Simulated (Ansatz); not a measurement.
# Yb₂Al₃As₂: single run (Ansatz)

Run with:

```bash
ansatz run input.yaml --threads 1 --pin off --max-ram 2560MiB --backend cpu --events-out ev --progress --plain --runs-dir out
```

The input file (Ansatz 0.2.0, plane waves):

```yaml
crystal:
  lattice:
    - [0.0, 4.145358, 0.0]
    - [5.202962, -2.072679, 0.0]
    - [1.254869, 0.0, -6.661613]
  atoms:
    - { symbol: Al, position: [0.3052, 0.6104, 0.8659] }
    - { symbol: Al, position: [0.6948, 0.3896, 0.1341] }
    - { symbol: Yb, position: [0.61937, 0.23874, 0.67742] }
    - { symbol: Yb, position: [0.38063, 0.76126, 0.32258] }
    - { symbol: As, position: [0.0936, 0.1872, 0.3617] }
    - { symbol: As, position: [0.9064, 0.8128, 0.6383] }
    - { symbol: Al, position: [0.0, 0.0, 0.0] }
  symmetry: { tolerance: 0.0003 }
kpoints:
  mp_grid: { grid: [5, 5, 3], shift: [0, 0, 0] }
magnetization:
  spin_polarized: false
scf:
  occupations: { method: tetrahedron }
hamiltonian:
  pseudopotentials: { kind: paw }
  xc: r2scan
basis:
  ecutwfc: 500
output:
  forces: true
  stress: true
  eigenvalues: true
```

Origin of the cell: a known structure type with other elements, at an estimated volume, so it need not be a known compound.

Output (shortened):

```
SCF iter   1: F=—  HF=-38967.180811 eV  Δρ=5.77e-2  dr2=7.15e0  dr2_τ=5.29e-2  defer=5
SCF iter   2: F=—  HF=-38971.878215 eV  Δρ=3.11e-1  dr2=1.36e2  dr2_τ=8.90e-2  defer=93  recentre
SCF iter   3: F=—  HF=-38967.045157 eV  Δρ=5.10e-2  dr2=5.41e0  dr2_τ=1.68e-2  defer=99
SCF iter   4: F=—  HF=-38966.616855 eV  Δρ=3.92e-2  dr2=3.62e0  dr2_τ=1.01e-2  defer=99
SCF iter   5: F=—  HF=-38966.259895 eV  Δρ=2.08e-2  dr2=1.42e0  dr2_τ=5.19e-3  defer=104
SCF iter   6: F=—  HF=-38966.215141 eV  Δρ=4.09e-2  dr2=2.38e0  dr2_τ=3.33e-3  defer=104  recentre
SCF iter   7: F=—  HF=-38966.086730 eV  Δρ=6.84e-3  dr2=1.95e-1  dr2_τ=7.22e-4  defer=104
SCF iter   8: F=—  HF=-38966.097209 eV  Δρ=1.95e-2  dr2=5.71e-1  dr2_τ=2.25e-4  defer=104  recentre
SCF iter   9: F=—  HF=-38966.071426 eV  Δρ=9.21e-3  dr2=1.56e-1  dr2_τ=1.82e-4  defer=104
SCF iter  10: F=—  HF=-38966.071520 eV  Δρ=1.07e-2  dr2=1.78e-1  dr2_τ=1.36e-4  defer=104
SCF iter  11: F=—  HF=-38966.066109 eV  Δρ=8.30e-3  dr2=1.01e-1  dr2_τ=5.52e-5  defer=104
SCF iter  12: F=—  HF=-38966.061147 eV  Δρ=5.04e-3  dr2=3.65e-2  dr2_τ=1.67e-5  defer=104
SCF iter  13: F=—  HF=-38966.057533 eV  Δρ=2.43e-4  dr2=9.00e-5  dr2_τ=2.38e-6  defer=104
SCF iter  14: F=—  HF=-38966.057485 eV  Δρ=1.32e-4  dr2=2.71e-5  dr2_τ=5.53e-7  defer=104
SCF iter  15: F=—  HF=-38966.057473 eV  Δρ=1.38e-4  dr2=2.68e-5  dr2_τ=7.72e-8  defer=104
SCF iter  16: F=—  HF=-38966.057492 eV  Δρ=2.24e-5  dr2=7.57e-7  dr2_τ=1.56e-8  defer=104
SCF iter  17: F=—  HF=-38966.057491 eV  Δρ=1.13e-5  dr2=1.98e-7  dr2_τ=2.28e-9  defer=104
SCF iter  18: F=-38966.057488 eV  HF=-38966.057488 eV  Δρ=5.59e-6  dr2=4.62e-8  dr2_τ=4.91e-10
SCF 1 converged in 18 iterations: F = -38966.057488 eV  dr2 = 4.62e-8
SCF converged after 18 iterations
Stability not checked: this state was not tested for a lower state beside it, because cold or Methfessel-Paxton smearing, or corrected tetrahedra, fill the levels in a way that the test cannot read (fill_not_monotonic; […]
Free energy (F): -38966.057488 eV
Harris-Foulkes:  -38966.057488 eV  (|F-HF|=7.71e-8)
Internal energy: -38966.057912 eV  (E = F + TS)
E sigma→0 (E₀):  -38966.057488 eV
Entropy (-TS):   0.000425 eV (0.061 meV/atom)
Fermi energy:    11.599454 eV
--- Per-component energies (eV) ---
  E_band       = -380.869627
  E_kinetic    = 994.339997
  E_local      = -18170.927733  (includes V_loc(G=0)·N_el)
  E_nonlocal   = -236.265127
  E_hartree    = 8517.388929
  E_xc         = -584.605156
  E_vxc        = -727.015393  (∫ρ·V_xc dr)
  E_paw        = -19833.207443  (= ΣΔE_a)
  E_vpaw       = 683.201977  (= ΣTr[D̂ρ^β])
  E_aug_tail   = -0.000012  (compensation charges beyond the density's cutoff)
  E_vtau       = 41.052543  (kinetic-family band-sum trace: ∫τ·v_τ [+ j·A + Jᵃ·Aᵃ] dr)
  E_ewald      = -9651.384639
  E_core_change = -1.396727  (= ΣΔE_core)
  E_smearing   = 0.000425  (= −TS)
  Σ components = -38966.057488   (vs F -38966.057488, Δ=0.00e0)
--- Forces (eV/Å), atoms counted from 1 ---
  atom   1  Al    -0.304529    -0.000000    -0.636680
  atom   2  Al     0.304529     0.000000     0.636680
  atom   3  Yb     0.040405    -0.000000    -0.227320
  atom   4  Yb    -0.040405     0.000000     0.227320
  atom   5  As     0.976110     0.000000     0.824689
  atom   6  As    -0.976110    -0.000000    -0.824689
  atom   7  Al     0.000000     0.000000     0.000000
  max |Σ_I F_I| component: 1.11e-16 eV/Å
--- Stress (GPa, compression-positive) ---
       -3.465083       0.000000       1.532921
        0.000000      -4.400332      -0.000000
        1.532921      -0.000000       0.573495
  P = ⅓ Tr σ = -2.4306 GPa (-24.306 kbar)
```

Caveats: f shells without a U or exact exchange are poorly placed; forces and stress under tetrahedra may miss the slope of the energy; no spin polarisation, so a magnetic state may lie lower; no spin-orbit coupling, though heavy elements are present; the k mesh is coarse if the cell is a metal.

The run took 40 s of wall time on 1 CPU thread(s) of a shared host, from the program's own first density.
